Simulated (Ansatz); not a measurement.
**Calculated ²⁰⁹Bi nuclear quadrupole resonance for BiTe under strain**

Cell: a structure deposited in the COD, relaxed with PBE at fixed cell and then changed (z compressed by 2 %, ions relaxed).

```
Bi Te
1.0
     0.00000    3.23500    3.17030
     3.23500    0.00000    3.17030
     3.23500    3.23500    0.00000
Bi Te
1 1
Direct
  0.00000 0.00000 0.00000
  0.50000 0.50000 0.50000
```

Atoms are numbered from 1 in the order listed; like atoms form one site, named after its first atom.

The numbers come from a DFT calculation in Ansatz (PBE, plane waves and PAW, scalar-relativistic, 420 eV cutoff, Γ-centred 13×13×13 k-points, Fermi–Dirac smearing 0.05 eV).

²⁰⁹Bi: I = 9/2, Q = -516.0 mb (year-2017 value). Static lattice, zero field.

**Question.** The simulated lines lie at 2.64, 5.29, 7.93, 10.6 MHz. What are |C_Q|, η and |V_zz| at Bi?

**Answer.** For I = 9/2 and η = 0 the lines are |C_Q|/24 times 1, 2, 3 and 4; η shifts the lowest up most. Here |C_Q| = 63.5 MHz, η = 0.00 and |V_zz| = 5.09 × 10²¹ V/m². The calculation gives V_zz positive; the lines don't show the sign. The site has 6 Te at 3.17–3.24 Å.

An axis of threefold or higher order runs through Bi, so V_zz lies along it and η is zero.

The run finds no gap above 0.1 eV (a metal, or nearly one), so the gradients can move by 10 % or more with the k-mesh. Spin–orbit coupling is left out, which shifts gradients on Bi by a few per cent in wide-gap crystals, and can shift them far more where the calculated gap is small or absent, as here. Newer work puts Q(²⁰⁹Bi) near −420 mb, which would lower these couplings by about a fifth.
